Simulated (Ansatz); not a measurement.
An Ansatz (a quantum-chemistry and plane-wave program) run. Input:

Ansatz 0.2 input:
```yaml
crystal:
  lattice:
    - [0.0, 3.3238721333, 3.3238721333]
    - [3.3238721333, 0.0, 3.3238721333]
    - [3.3238721333, 3.3238721333, 0.0]
  atoms:
    - { symbol: S, position: [0.25, 0.25, 0.25] }
    - { symbol: Pb, position: [0.0, 0.0, 0.0] }
kpoints:
  mp_grid: { grid: [6, 6, 6] }
  band_path:
    path:
      - [[0.0, 0.0, 0.0], [0.5, 0.0, 0.5], [0.625, 0.25, 0.625]]  # Γ-X-U
      - [[0.375, 0.375, 0.75], [0.0, 0.0, 0.0], [0.5, 0.5, 0.5], [0.5, 0.25, 0.75], [0.5, 0.0, 0.5]]  # K-Γ-L-W-X
      - [VBM, CBM]
    npoints: 12
basis: { xc_grid: 2 }
hamiltonian:
  xc: pbe
  pseudopotentials: { kind: paw }
magnetization: { noncollinear: true, spin_orbit: true }
scf:
  n_extra_bands: 12
  convergence: { dr2_threshold: 0.0000000001 }
  occupations: { method: gaussian, width: 0.01 }
checkpoint: { write: soc.run }
output: { eigenvalues: true }
```

Output (shortened):

```
Pseudopotential: S, paw_fr, valence charge 6
Pseudopotential: Pb, paw_fr, valence charge 14
Functional definition: PBE
non-collinear run that drives no moment, with spin-orbit …
Crystal: 2 atoms, lattice volume = 73.445 Å³
Basis set: ecut = 420 eV, 1459 PW (Γ), exchange–correlation on 64×64×64 points (8 copies of the dense FFT grid, shifted against one another)
Bands: 32, of which v1, the nominal top of the filled ones, is band 20 counted from 1 (19 counted from 0)
Symmetry: 24 space group operations + 24 with time reversal
k-points: 16 of 216 (time reversal used)
Projection manifold: j_resolved (fully-relativistic pseudo-atomic orbitals)
SCF iter   1: F=—  HF=-12848.117113 eV  |F-HF|=—  |Δ(HF+E_count)|=         —  Δρ=2.92e-2  dr2=1.61e0  dr2_m=0.00e0 (ungated)  ethr=3.10e-3  |M|=0.00e0 ∫|m|=0.00e0 μB  |m|>n=0.0e0 m-floor=0.0e0 τ_xc=0.0e0  β_m=0.30  ⟨swp⟩=8.7  Hψ=3161  notcnv=0  defer=6
preconditioner: auto → none
SCF iter   2: F=—  HF=-12847.709065 eV  |F-HF|=—  |Δ(HF+E_count)|=   4.08e-1  Δρ=1.05e-2  dr2=1.02e-1  dr2_m=0.00e0 (ungated)  ethr=3.10e-3  |M|=0.00e0 ∫|m|=0.00e0 μB  |m|>n=0.0e0 m-floor=0.0e0 τ_xc=0.0e0  β_m=0.33  ⟨swp⟩=3.0  Hψ=914  notcnv=0  defer=84
SCF iter   3: F=—  HF=-12847.703801 eV  |F-HF|=—  |Δ(HF+E_count)|=   5.26e-3  Δρ=6.62e-3  dr2=3.14e-2  dr2_m=0.00e0 (ungated)  ethr=5.09e-4  |M|=0.00e0 ∫|m|=0.00e0 μB  |m|>n=0.0e0 m-floor=0.0e0 τ_xc=0.0e0  β_m=0.57  ⟨swp⟩=2.0  Hψ=540  notcnv=0  defer=84
SCF iter   4: F=—  HF=-12847.707172 eV  |F-HF|=—  |Δ(HF+E_count)|=   3.37e-3  Δρ=5.44e-4  dr2=1.49e-4  dr2_m=0.00e0 (ungated)  ethr=1.57e-4  |M|=0.00e0 ∫|m|=0.00e0 μB  |m|>n=0.0e0 m-floor=0.0e0 τ_xc=0.0e0  β_m=0.61  ⟨swp⟩=3.0  Hψ=696  notcnv=0  defer=84
SCF iter   5: F=—  HF=-12847.707387 eV  |F-HF|=—  |Δ(HF+E_count)|=   2.15e-4  Δρ=1.81e-4  dr2=1.24e-5  dr2_m=0.00e0 (ungated)  ethr=7.47e-7  |M|=0.00e0 ∫|m|=0.00e0 μB  |m|>n=0.0e0 m-floor=0.0e0 τ_xc=0.0e0  β_m=0.79  ⟨swp⟩=2.2  Hψ=850  notcnv=0  defer=84
SCF iter   6: F=—  HF=-12847.707403 eV  |F-HF|=—  |Δ(HF+E_count)|=   1.61e-5  Δρ=3.85e-5  dr2=8.48e-7  dr2_m=0.00e0 (ungated)  ethr=6.21e-8  |M|=0.00e0 ∫|m|=0.00e0 μB  |m|>n=0.0e0 m-floor=0.0e0 τ_xc=0.0e0  β_m=0.72  ⟨swp⟩=2.0  Hψ=764  notcnv=0  defer=84
SCF iter   7: F=—  HF=-12847.707433 eV  |F-HF|=—  |Δ(HF+E_count)|=   2.97e-5  Δρ=1.06e-5  dr2=6.02e-8  dr2_m=0.00e0 (ungated)  ethr=4.24e-9  |M|=0.00e0 ∫|m|=0.00e0 μB  |m|>n=0.0e0 m-floor=0.0e0 τ_xc=0.0e0  β_m=0.86  ⟨swp⟩=2.1  Hψ=710  notcnv=0  defer=84
SCF iter   8: F=—  HF=-12847.707433 eV  |F-HF|=—  |Δ(HF+E_count)|=   1.05e-8  Δρ=8.70e-7  dr2=3.58e-10  dr2_m=0.00e0 (ungated)  ethr=3.01e-10  |M|=0.00e0 ∫|m|=0.00e0 μB  |m|>n=0.0e0 m-floor=0.0e0 τ_xc=0.0e0  β_m=0.90  ⟨swp⟩=2.1  Hψ=716  notcnv=0  defer=84
SCF iter   9: F=-12847.707433 eV  HF=-12847.707433 eV  |F-HF|=1.64e-11  |Δ(HF+E_count)|=  6.28e-10  Δρ=2.18e-7  dr2=2.94e-11  dr2_m=0.00e0 (ungated)  ethr=1.00e-12  |M|=0.00e0 ∫|m|=0.00e0 μB  |m|>n=0.0e0 m-floor=0.0e0 τ_xc=0.0e0  ⟨swp⟩=10.7  Hψ=2383  notcnv=0
SCF 1 converged in 9 iterations: F = -12847.707433 eV  dr2 = 2.94e-11
NSCF: frozen V_eff on 16 k-points
NSCF: frozen V_eff on 16 k-points
NSCF: frozen V_eff on 16 k-points
NSCF: frozen V_eff on 15 k-points
NSCF: frozen V_eff on 3 k-points
NSCF: frozen V_eff on 7 k-points
NSCF: frozen V_eff on 13 k-points
NSCF: frozen V_eff on 5 k-points
NSCF: frozen V_eff on 3 k-points
NSCF: frozen V_eff on 6 k-points
NSCF: frozen V_eff on 5 k-points
NSCF: frozen V_eff on 9 k-points
NSCF: frozen V_eff on 87 k-points
SCF converged after 9 iterations
Magnetization: |M| = 0.0000 μB,  M = (+0.0000, +0.0000, +0.0000) μB
Absolute magnetization: 0.0000 μB (∫|m|)
  site 0: m = (+0.0000, +0.0000, +0.0000) μB, |m| = 0.0000 μB  (R = 1.19 Å)
  site 1: m = (+0.0000, +0.0000, +0.0000) μB, |m| = 0.0000 μB  (R = 1.19 Å)
Free energy (F): -12847.707433 eV
Harris-Foulkes:  -12847.707433 eV  (|F-HF|=1.64e-11)
Internal energy: -12847.707433 eV  (E = F + TS)
E sigma→0 (E₀):  -12847.707433 eV
Fermi energy:    4.845483 eV
--- Per-component energies (eV) ---
  E_band       = -124.888409
  E_kinetic    = 392.885154
  E_local      = -1580.650527  (includes V_loc(G=0)·N_el)
  E_nonlocal   = 378.958671
  E_hartree    = 619.432551
  E_xc         = -317.594738
  E_vxc        = -219.198522  (∫ρ·V_xc dr)
  E_paw        = -11042.800135  (= ΣΔE_a)
  E_vpaw       = -335.748542  (= ΣTr[D̂ρ^β])
  E_aug_tail   = 0.000046  (compensation charges beyond the density's cutoff)
  E_ewald      = -1297.938456
  E_smearing   =  0.000000  (= −TS)
  E_closure    =  0.000000  (closes the sum)
  Σ components = -12847.707433   (vs F -12847.707433, Δ=0.00e0)
  [band-id]    e_kinetic+e_local+e_nonlocal+2·e_hartree+e_vxc+e_vpaw+e_augmentation_tail = -124.888619   (vs E_band -124.888409, Δ=-2.10e-4)
--- Band table (eV; the first three rows and the last of 16) ---
  k-point 0: bands = ["-13.4683", "-13.4683", "-13.4683", "-13.4683", "-10.9196", "-10.9196", "-10.8941", "-10.8941", "-10.8941", "-10.8941", "-7.9915", "-7.9915", "-1.3850", "-1.3850", "2.6186", "2.6186", "2.8788", "2.8788", "2.8788", "2.8788", "5.8171", …
  k-point 1: bands = ["-13.4686", "-13.4683", "-13.4683", "-13.4671", "-10.9217", "-10.9217", "-10.8983", "-10.8983", "-10.8920", "-10.8892", "-7.8466", "-7.8466", "-1.8169", "-1.8169", "2.4914", "2.4914", "2.7473", "2.7606", "2.8962", "2.8962", "6.0466", …
  k-point 2: bands = ["-13.4682", "-13.4682", "-13.4676", "-13.4662", "-10.9284", "-10.9284", "-10.9037", "-10.9037", "-10.8852", "-10.8823", "-7.5112", "-7.5112", "-2.6337", "-2.6337", "2.2246", "2.2246", "2.5276", "2.5398", "2.7713", "2.7713", "6.6422", …
  k-point 15: bands = ["-13.4794", "-13.4689", "-13.4607", "-13.4585", "-10.9665", "-10.9256", "-10.8929", "-10.8885", "-10.8851", "-10.8801", "-7.0406", "-7.0396", "-3.4013", "-3.3974", "1.1612", "1.4262", "1.5859", "1.6388", "4.3676", "4.4124", "5.8496", …
```

Cost: about 50 core-seconds (a rough figure) on shared cores.

Space group F-43m (zinc blende). The start of the workflow was typed in or built on a structure type; neither database checked (COD, Materials Project) lists it. It is not the phase usual at ambient conditions (space group No. 225). The PBE relaxation kept the symmetry of its start; its stability against distortions is not shown here.

Potentials: the later of the program's two PAW sets.

Ansatz is a plane-wave DFT program.
